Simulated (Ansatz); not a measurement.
Input, command and steps of an Ansatz relaxation.

```yaml
crystal:
  lattice:
    - [6.4543810399, 0.0, 0.0]
    - [-3.2271905199, 5.5896579463, 0.0]
    - [0.0, 0.0, 3.80104855]
  atoms:
    - { symbol: Zr, position: [0.41592522, 0.41592522, 0.0] }
    - { symbol: Zr, position: [0.58407478, 0.0, 0.0] }
    - { symbol: Zr, position: [0.0, 0.58407478, 0.0] }
    - { symbol: P, position: [0.66666667, 0.33333333, 0.5] }
    - { symbol: P, position: [0.33333333, 0.66666667, 0.5] }
    - { symbol: P, position: [0.0, 0.0, 0.0] }
    - { symbol: Ru, position: [0.75560731, 0.75560731, 0.5] }
    - { symbol: Ru, position: [0.24439269, 0.0, 0.5] }
    - { symbol: Ru, position: [0.0, 0.24439269, 0.5] }
basis:
  ecutwfc: 500
kpoints:
  mp_grid: { grid: [6, 6, 10] }
hamiltonian:
  xc: r2scan
scf:
  occupations: { method: gaussian, width: 0.1 }
output:
  forces: true
  stress: true
  eigenvalues: true
  write_density: true
  write_potential: true
  elf: true
  volumetric_format: npy
relax:
  adjacent_minimum: "off"
  f_tol: 0.005
  max_steps: 80
  cell: { stress_tol: 0.05 }
```

```bash
ansatz run input.yaml --threads 2 --pin off --max-ram 5120MiB --backend cpu --events-out ev --progress --plain --runs-dir out
```

Computed with DFT r2SCAN, scalar-relativistic, plane waves, PAW (Ansatz 0.2.0).

Of 5 frames 4 are shown, positions in Å and forces in eV/Å; the SCF threshold varies from step to step. Steps run on the plane waves of an earlier cell, with a Pulay correction in the pressure. The basis is chosen afresh for the last frame, the zero of the energies, and at times for earlier ones too; energy and pressure step there, also at an unchanged geometry.

```xyz
9
Lattice="6.4544 0.0000 0.0000 -3.2272 5.5897 0.0000 0.0000 0.0000 3.8010" Properties=species:S:1:pos:R:3:forces:R:3 pbc="T T T" step=1 free_energy_over_end_meV_per_atom=0.11 pressure_GPa=-0.19
Zr    1.3423    2.3249    0.0000    0.0047    0.0082    0.0000
Zr    3.7698    0.0000    0.0000   -0.0095    0.0000    0.0000
Zr   -1.8849    3.2648    0.0000    0.0047   -0.0082    0.0000
P     3.2272    1.8632    1.9005    0.0000    0.0000    0.0000
P     0.0000    3.7264    1.9005    0.0000    0.0000    0.0000
P     0.0000    0.0000    0.0000    0.0000    0.0000    0.0000
Ru    2.4385    4.2236    1.9005   -0.0133   -0.0231    0.0000
Ru    1.5774    0.0000    1.9005    0.0266    0.0000    0.0000
Ru   -0.7887    1.3661    1.9005   -0.0133    0.0231    0.0000
9
Lattice="6.4409 0.0000 0.0000 -3.2205 5.5780 0.0000 0.0000 0.0000 3.8113" Properties=species:S:1:pos:R:3:forces:R:3 pbc="T T T" step=2 free_energy_over_end_meV_per_atom=0.04 pressure_GPa=0.15
Zr    1.3418    2.3240    0.0000   -0.0065   -0.0113    0.0000
Zr    3.7573    0.0000    0.0000    0.0130    0.0000    0.0000
Zr   -1.8787    3.2540    0.0000   -0.0065    0.0113    0.0000
P     3.2205    1.8593    1.9056    0.0000    0.0000    0.0000
P     0.0000    3.7187    1.9056    0.0000    0.0000    0.0000
P     0.0000    0.0000    0.0000    0.0000    0.0000    0.0000
Ru    2.4337    4.2153    1.9056   -0.0381   -0.0660    0.0000
Ru    1.5735    0.0000    1.9056    0.0762    0.0000    0.0000
Ru   -0.7867    1.3627    1.9056   -0.0381    0.0660    0.0000
9
Lattice="6.4435 0.0000 0.0000 -3.2217 5.5802 0.0000 0.0000 0.0000 3.8096" Properties=species:S:1:pos:R:3:forces:R:3 pbc="T T T" step=3 free_energy_over_end_meV_per_atom=0.00 pressure_GPa=0.06
Zr    1.3412    2.3230    0.0000    0.0023    0.0040    0.0000
Zr    3.7611    0.0000    0.0000   -0.0046    0.0000    0.0000
Zr   -1.8805    3.2572    0.0000    0.0023   -0.0040    0.0000
P     3.2217    1.8601    1.9048    0.0000    0.0000    0.0000
P     0.0000    3.7201    1.9048    0.0000    0.0000    0.0000
P     0.0000    0.0000    0.0000    0.0000    0.0000    0.0000
Ru    2.4337    4.2153    1.9048   -0.0120   -0.0207    0.0000
Ru    1.5761    0.0000    1.9048    0.0239    0.0000    0.0000
Ru   -0.7881    1.3650    1.9048   -0.0120    0.0207    0.0000
9
Lattice="6.4435 0.0000 0.0000 -3.2218 5.5802 0.0000 0.0000 0.0000 3.8109" Properties=species:S:1:pos:R:3:forces:R:3 pbc="T T T" step=5 free_energy_over_end_meV_per_atom=0.00 pressure_GPa=-0.02
Zr    1.3414    2.3234    0.0000    0.0005    0.0008    0.0000
Zr    3.7607    0.0000    0.0000   -0.0009    0.0000    0.0000
Zr   -1.8803    3.2569    0.0000    0.0005   -0.0008    0.0000
P     3.2218    1.8601    1.9054    0.0000    0.0000    0.0000
P     0.0000    3.7202    1.9054    0.0000    0.0000    0.0000
P     0.0000    0.0000    0.0000    0.0000    0.0000    0.0000
Ru    2.4332    4.2145    1.9054   -0.0017   -0.0030    0.0000
Ru    1.5771    0.0000    1.9054    0.0035    0.0000    0.0000
Ru   -0.7885    1.3658    1.9054   -0.0017    0.0030    0.0000
```

The run took 6.3 min on 2 threads of Intel(R) Xeon(R) Processor @ 2.50GHz (Skylake/Cascade Lake), on a shared host, peak memory 0.88 GiB.